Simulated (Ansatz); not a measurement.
## KCrSe2: input and output

The input, for Ansatz 0.2.0 (plane waves, PAW):

```yaml
crystal:
  lattice:
    - [3.485728, 0.0, 0.0]
    - [-1.742864, 3.018731, 0.0]
    - [0.0, 0.0, 17.068047]
  atoms:
    - { symbol: K, position: [0.0, 0.0, 0.0] }
    - { symbol: K, position: [0.0, 0.0, 0.5] }
    - { symbol: Se, position: [0.3333, 0.6667, 0.152] }
    - { symbol: Se, position: [0.6666, 0.3333, 0.652] }
    - { symbol: Se, position: [0.3333, 0.6667, 0.348] }
    - { symbol: Se, position: [0.6667, 0.3334, 0.848] }
    - { symbol: Cr, position: [0.0, 0.0, 0.25] }
    - { symbol: Cr, position: [0.0, 0.0, 0.75] }
  symmetry: { tolerance: 0.0003 }
kpoints:
  mp_grid: { grid: [11, 11, 2], shift: [0, 0, 0] }
  band_path:
    path:
      - [0.0, 0.0, 0.0]
      - [0.5, 1.7e-07, 0.0]
      - [0.33333333, 0.3333335, 0.0]
      - [0.0, 0.0, 0.0]
      - [0.0, 0.0, 0.5]
      - [0.5, 1.7e-07, 0.5]
      - [0.33333333, 0.3333335, 0.5]
      - [0.0, 0.0, 0.5]
      - [0.5, 1.7e-07, 0.5]
      - [0.5, 1.7e-07, 0.0]
      - [0.33333333, 0.3333335, 0.5]
    npoints: 6
magnetization:
  spin_polarized: false
scf:
  occupations: { method: fermi_dirac, width: 0.0236 }
  lower_state_search: "off"
  max_iter: 200
hamiltonian:
  pseudopotentials: { kind: paw }
  xc: r2scan
basis:
  ecutwfc: 500
  fft_grid_basis: typed
output:
  forces: true
  stress: true
  eigenvalues: true
  bader: true
  populations: true
  elf: true
  write_potential: true
  volumetric_format: npy
  dos:
    e_range: [-12, 8]
    de: 0.05
    projected: { site_lists: { Cr: [Cr], K: [K], Se: [Se] } }
checkpoint:
  read: saved_state
```

The saved state is an earlier solution for the same cell, perhaps on another mesh. 

Output (shortened):

```
Warning: the atoms were moved onto the symmetric positions of the space group found under crystal.symmetry.tolerance 3.0e-4 (fractional; no operation is sought that the atoms, as they stand in a round, miss by more than twice it, and no atom is moved by as much as it), and the run uses the moved positions.
Pseudopotentials: kind: paw
Pseudopotential: K, paw, valence charge 9, recommended cutoff 500 eV (meta_gga), K.paw.azcp
Pseudopotential: Se, paw, valence charge 16, recommended cutoff 500 eV (meta_gga), Se.paw.azcp
Pseudopotential: Cr, paw, valence charge 14, recommended cutoff 500 eV (meta_gga), Cr.paw.azcp
Functional definition: r2SCAN
  exchange = r2scan_x(k0 = k0, k1 = k1, a1 = a1)
  correlation = r2scan_c
Crystal: 8 atoms, lattice volume = 179.598 Å³
Basis set: ecut = 500 eV, 4599 PW (Γ), exchange–correlation on 108×108×500 points (64 copies of the dense FFT grid, shifted against one another)
Bands: 66, of which v1, the nominal top of the filled ones, is band 55 counted from 1 (54 counted from 0)
Symmetry: 24 space group operations
Space group: P63/mmc (ITA 194), of the structure as read, at distance tolerance 1.7e-3 Å
k-points: 32 of 242
Initial density: read from a saved state, or passed on in memory by an earlier SCF of this step, an earlier step, the calling program or the single point that the run made first
Functional: x = r2scan, c = r2scan; τ floored in thin density (d = 2e-4 eV/Å³)
SCF iter   1: F=-31765.7912 eV  Δρ=2.37e-3  dr2=1.26e-3  dr2_τ=1.06e-2
SCF iter   2: F=-31765.7935 eV  Δρ=6.37e-4  dr2=2.71e-4  dr2_τ=3.11e-5
SCF iter   3: F=-31765.7935 eV  Δρ=5.91e-4  dr2=2.42e-4  dr2_τ=2.03e-5
SCF iter   4: F=-31765.7937 eV  Δρ=1.21e-4  dr2=4.04e-5  dr2_τ=1.19e-6
SCF iter   5: F=-31765.7936 eV  Δρ=7.70e-5  dr2=1.89e-5  dr2_τ=3.49e-7
SCF iter   6: F=-31765.7937 eV  Δρ=3.53e-5  dr2=3.17e-6  dr2_τ=6.58e-8
SCF iter   7: F=-31765.7937 eV  Δρ=5.37e-6  dr2=1.34e-7  dr2_τ=4.78e-9
SCF iter   8: F=-31765.7937 eV  Δρ=2.97e-6  dr2=1.27e-8  dr2_τ=7.47e-10
Free energy (F): -31765.7937 eV
Harris-Foulkes:  -31765.7937 eV  (|F-HF|=4.50e-9)
Internal energy: -31765.7603 eV  (E = F + TS)
E sigma→0 (E₀):  -31765.7770 eV
Entropy (-TS):   -0.0333 eV (-4.166 meV/atom)
Fermi energy:    9.9695 eV
--- Per-component energies (eV) ---
  E_band       = -2241.1503
  E_kinetic    = 1665.2605
  E_local      = -16448.8903  (includes V_loc(G=0)·N_el)
  E_nonlocal   = -2194.5475
  E_hartree    = 7789.2752
  E_xc         = -933.0689
  E_vxc        = -1189.5498  (∫ρ·V_xc dr)
  E_paw        = -11682.4498  (= ΣΔE_a)
  E_vpaw       = 281.1479  (= ΣTr[D̂ρ^β])
  E_aug_tail   = -0.0004  (compensation charges beyond the density's cutoff)
  E_vtau       = 66.8854  (kinetic-family band-sum trace: ∫τ·v_τ [+ j·A + Jᵃ·Aᵃ] dr)
  E_ewald      = -9953.3430
  E_core_change = -7.9961  (= ΣΔE_core)
  E_smearing   = -0.0333  (= −TS)
--- Forces (eV/Å), atoms counted from 1 ---
  atom   1  K      0.0000     0.0000     0.0000
  atom   2  K      0.0000     0.0000     0.0000
  atom   3  Se     0.0000     0.0000     1.7375
  atom   4  Se     0.0000     0.0000     1.7375
  atom   5  Se     0.0000     0.0000    -1.7375
  atom   6  Se     0.0000     0.0000    -1.7375
  atom   7  Cr     0.0000     0.0000     0.0000
  atom   8  Cr     0.0000     0.0000     0.0000
--- Stress (GPa, compression-positive) ---
       -1.3477       0.0000       0.0000
        0.0000      -1.3477       0.0000
        0.0000       0.0000     -14.3190
  P = ⅓ Tr σ = -5.6715 GPa (-56.715 kbar)
--- Löwdin populations: 8 sites ---
  site symbol       q [e]
     0      K      8.2841
     1      K      8.2841
     2     Se     16.5103
     3     Se     16.5103
     4     Se     16.5103
     5     Se     16.5103
     6     Cr     13.4877
     7     Cr     13.4877
  spilling = 0.0038 (of n_electrons = 110.0000)
```

Origin: a known structure type with other elements, at an estimated volume, so it need not be a known compound. Caveats: no spin polarisation, so a magnetic state may lie lower; atoms or cell far from equilibrium.
